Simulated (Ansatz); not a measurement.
Steps from a short run of molecular dynamics on a 2×2×1 supercell (12 atoms) of SnSe2 (P-3m1), relaxed with r2SCAN+rVV10; forces from r2SCAN in the PAW code Ansatz, 3×3×2 mesh, Fermi-Dirac smearing of 0.069 eV, constant energy and volume (NVE), started at 800 K. Classical nuclei, no spin polarisation; a few dozen steps show the first response, not equilibrium.

Cell vectors in Å:
```
 7.6503  0.0000  0.0000
-3.8252  6.6254  0.0000
 0.0000  0.0000  6.2271
```

Question: At 15 fs the positions in Å are
```
Sn  -0.016   0.002   0.046
Se   0.002   2.196   1.598
Se   1.961   1.086   4.566
Sn  -1.839   3.359  -0.006
Se  -1.960   5.546   1.556
Se  -0.048   4.386   4.666
Sn   3.734   0.023  -0.008
Se   3.811   2.204   1.632
Se   5.799   1.054   4.649
Sn   1.924   3.297  -0.024
Se   1.909   5.521   1.589
Se   3.860   4.424   4.639
```
What are the forces, and how far does the free energy (smearing included) lie above that of step 0, with the atoms on their sites?

Answer: 17.3 meV an atom; forces in eV/Å:
```
Sn  -0.230  -0.011  -0.536
Se   0.152   0.187  -0.132
Se  -0.325   0.158   0.512
Sn  -0.902  -0.806   0.165
Se   0.257  -0.116   0.376
Se   0.476   0.274  -0.257
Sn   0.887   0.206   0.081
Se   0.111   0.053  -0.652
Se  -0.306   0.212   0.288
Sn   0.276   0.067   0.168
Se  -0.295  -0.156  -0.282
Se  -0.102  -0.067   0.270
```

Question: At 18 fs positions (Å), velocities (Å/fs) and forces (eV/Å) are
```
Sn -0.0192  0.0019  0.0548   -0.0012  0.0001  0.0027   -0.2832 -0.0179 -0.6167
Se  0.0023  2.1936  1.6017    0.0003 -0.0007  0.0013    0.1746  0.2206 -0.1466
Se  1.9694  1.0832  4.5503    0.0029 -0.0010 -0.0051   -0.3739  0.1927  0.5789
Sn -1.8254  3.3669 -0.0065    0.0043  0.0025 -0.0003   -1.0707 -0.9455  0.2196
Se -1.9688  5.5508  1.5524   -0.0029  0.0015 -0.0010    0.3079 -0.1440  0.4495
Se -0.0561  4.3800  4.6679   -0.0027 -0.0018  0.0007    0.5889  0.3390 -0.3333
Sn  3.7169  0.0282 -0.0089   -0.0055  0.0017 -0.0004    1.0370  0.2299  0.0975
Se  3.8079  2.2035  1.6418   -0.0009 -0.0002  0.0031    0.1220  0.0557 -0.7453
Se  5.8105  1.0450  4.6498    0.0038 -0.0031  0.0002   -0.3594  0.2513  0.3123
Sn  1.9263  3.2944 -0.0290    0.0009 -0.0010 -0.0015    0.3140  0.0834  0.1922
Se  1.9080  5.5208  1.5910   -0.0005 -0.0002  0.0006   -0.3376 -0.1838 -0.3131
Se  3.8673  4.4254  4.6376    0.0022  0.0004 -0.0005   -0.1195 -0.0813  0.3051
```
Where are the atoms one step (1.5 fs) later, and what forces do they feel?

Answer:
```
Sn -0.0210  0.0020  0.0589   -0.3089 -0.0222 -0.6524
Se  0.0027  2.1926  1.6037    0.1845  0.2363 -0.1533
Se  1.9737  1.0817  4.5427   -0.3963  0.2102  0.6092
Sn -1.8191  3.3706 -0.0069   -1.1521 -1.0110  0.2489
Se -1.9732  5.5531  1.5509    0.3326 -0.1580  0.4840
Se -0.0600  4.3774  4.6689    0.6458  0.3719 -0.3724
Sn  3.7088  0.0308 -0.0096    1.1074  0.2389  0.1059
Se  3.8066  2.2032  1.6463    0.1267  0.0563 -0.7878
Se  5.8161  1.0404  4.6502   -0.3851  0.2707  0.3208
Sn  1.9277  3.2929 -0.0313    0.3303  0.0919  0.2029
Se  1.9072  5.5206  1.5918   -0.3569 -0.1967 -0.3267
Se  3.8707  4.4260  4.6369   -0.1279 -0.0883  0.3210
```
The temperature goes from 598.7 to 569.4 K.

Question: At 21 fs the positions in Å are
```
Sn  -0.023   0.002   0.063
Se   0.003   2.192   1.606
Se   1.978   1.080   4.535
Sn  -1.813   3.374  -0.007
Se  -1.977   5.555   1.550
Se  -0.064   4.375   4.670
Sn   3.701   0.033  -0.010
Se   3.805   2.203   1.651
Se   5.822   1.036   4.651
Sn   1.929   3.291  -0.033
Se   1.906   5.520   1.593
Se   3.874   4.427   4.636
```
What are the forces, and how far does the free energy (smearing included) lie above that of step 0, with the atoms on their sites?

Answer: 30.9 meV an atom; forces in eV/Å:
```
Sn  -0.334  -0.027  -0.685
Se   0.194   0.251  -0.160
Se  -0.417   0.228   0.637
Sn  -1.231  -1.073   0.279
Se   0.357  -0.172   0.516
Se   0.702   0.405  -0.411
Sn   1.174   0.246   0.114
Se   0.131   0.057  -0.828
Se  -0.410   0.290   0.327
Sn   0.345   0.101   0.212
Se  -0.375  -0.209  -0.339
Se  -0.136  -0.095   0.336
```

Question: At 24 fs the positions in Å are
```
Sn  -0.027   0.002   0.070
Se   0.004   2.190   1.609
Se   1.986   1.077   4.521
Sn  -1.801   3.381  -0.008
Se  -1.986   5.560   1.548
Se  -0.071   4.370   4.671
Sn   3.686   0.039  -0.011
Se   3.803   2.202   1.658
Se   5.832   1.027   4.652
Sn   1.932   3.289  -0.038
Se   1.904   5.519   1.594
Se   3.881   4.428   4.635
```
What are the forces, and how far does the free energy (smearing included) lie above that of step 0, with the atoms on their sites?

Answer: 38.1 meV an atom; forces in eV/Å:
```
Sn  -0.379  -0.038  -0.739
Se   0.210   0.279  -0.172
Se  -0.455   0.261   0.688
Sn  -1.378  -1.188   0.341
Se   0.403  -0.200   0.575
Se   0.812   0.469  -0.487
Sn   1.298   0.252   0.130
Se   0.139   0.057  -0.899
Se  -0.459   0.328   0.333
Sn   0.367   0.119   0.228
Se  -0.406  -0.231  -0.359
Se  -0.151  -0.109   0.361
```

Question: At 30 fs positions (Å), velocities (Å/fs) and forces (eV/Å) are
```
Sn -0.0355  0.0029  0.0835   -0.0016  0.0001  0.0020   -0.4447 -0.0658 -0.8047
Se  0.0072  2.1879  1.6160    0.0006 -0.0003  0.0011    0.2323  0.3218 -0.1956
Se  2.0001  1.0729  4.4944    0.0022 -0.0006 -0.0041   -0.5160  0.3238  0.7703
Sn -1.7812  3.3908 -0.0080    0.0030  0.0014  0.0001   -1.6203 -1.3664  0.4575
Se -2.0004  5.5678  1.5452   -0.0023  0.0013 -0.0002    0.4839 -0.2501  0.6596
Se -0.0820  4.3620  4.6728   -0.0015 -0.0011  0.0000    1.0048  0.5817 -0.6133
Sn  3.6581  0.0500 -0.0136   -0.0042  0.0019 -0.0003    1.5035  0.2359  0.1595
Se  3.7988  2.2013  1.6712   -0.0007 -0.0001  0.0018    0.1554  0.0577 -1.0092
Se  5.8520  1.0104  4.6551    0.0031 -0.0026  0.0007   -0.5519  0.4033  0.3192
Sn  1.9395  3.2832 -0.0459    0.0013 -0.0009 -0.0013    0.3834  0.1578  0.2445
Se  1.8984  5.5171  1.5948   -0.0011 -0.0005  0.0001   -0.4522 -0.2652 -0.3848
Se  3.8931  4.4294  4.6346    0.0020  0.0003  0.0000   -0.1781 -0.1345  0.3971
```
Where are the atoms one step (1.5 fs) later, and what forces do they feel?

Answer:
```
Sn -0.0379  0.0030  0.0864   -0.4546 -0.0743 -0.8113
Se  0.0080  2.1876  1.6175    0.2361  0.3299 -0.2013
Se  2.0033  1.0720  4.4883   -0.5280  0.3380  0.7873
Sn -1.7768  3.3928 -0.0079   -1.6669 -1.3990  0.4823
Se -2.0038  5.5696  1.5451    0.5013 -0.2612  0.6733
Se -0.0842  4.3604  4.6727    1.0440  0.6051 -0.6369
Sn  3.6519  0.0529 -0.0140    1.5453  0.2252  0.1658
Se  3.7978  2.2011  1.6737    0.1597  0.0581 -1.0298
Se  5.8566  1.0065  4.6562   -0.5745  0.4221  0.3107
Sn  1.9414  3.2820 -0.0478    0.3816  0.1680  0.2454
Se  1.8967  5.5163  1.5948   -0.4602 -0.2715 -0.3882
Se  3.8961  4.4298  4.6347   -0.1839 -0.1404  0.4029
```
The temperature goes from 360.6 to 333.7 K.

Question: At 39 fs positions (Å), velocities (Å/fs) and forces (eV/Å) are
```
Sn -0.0511  0.0032  0.0989   -0.0019  0.0000  0.0014   -0.4563 -0.1266 -0.7850
Se  0.0134  2.1873  1.6245    0.0008  0.0001  0.0008    0.2447  0.3519 -0.2302
Se  2.0173  1.0688  4.4612    0.0016 -0.0003 -0.0032   -0.5697  0.3985  0.8567
Sn -1.7599  3.3986 -0.0058    0.0017  0.0003  0.0004   -1.7964 -1.4792  0.5578
Se -2.0187  5.5777  1.5472   -0.0017  0.0009  0.0006    0.5670 -0.3027  0.6913
Se -0.0904  4.3549  4.6697   -0.0003 -0.0004 -0.0007    1.1636  0.6798 -0.6827
Sn  3.6252  0.0681 -0.0159   -0.0031  0.0021 -0.0002    1.6967  0.1315  0.1883
Se  3.7937  2.2003  1.6819   -0.0005 -0.0001  0.0006    0.1853  0.0632 -1.0915
Se  5.8770  0.9890  4.6627    0.0024 -0.0021  0.0010   -0.6842  0.5158  0.2409
Sn  1.9522  3.2761 -0.0567    0.0015 -0.0007 -0.0011    0.3360  0.2213  0.2296
Se  1.8862  5.5113  1.5934   -0.0016 -0.0008 -0.0004   -0.4800 -0.2886 -0.3895
Se  3.9104  4.4310  4.6369    0.0018  0.0001  0.0005   -0.2068 -0.1650  0.4141
```
Where are the atoms one step (1.5 fs) later, and what forces do they feel?

Answer:
```
Sn -0.0540  0.0031  0.1010   -0.4463 -0.1390 -0.7680
Se  0.0147  2.1875  1.6257    0.2444  0.3525 -0.2360
Se  2.0196  1.0685  4.4565   -0.5745  0.4082  0.8681
Sn -1.7575  3.3990 -0.0051   -1.7999 -1.4779  0.5608
Se -2.0212  5.5791  1.5482    0.5756 -0.3078  0.6847
Se -0.0907  4.3544  4.6685    1.1701  0.6851 -0.6752
Sn  3.6208  0.0712 -0.0162    1.7155  0.1050  0.1905
Se  3.7931  2.2002  1.6826    0.1913  0.0651 -1.0955
Se  5.8805  0.9859  4.6642   -0.7057  0.5346  0.2221
Sn  1.9546  3.2750 -0.0584    0.3196  0.2321  0.2225
Se  1.8837  5.5101  1.5927   -0.4801 -0.2890 -0.3867
Se  3.9131  4.4311  4.6376   -0.2102 -0.1688  0.4128
```
The temperature goes from 225.8 to 210.7 K.
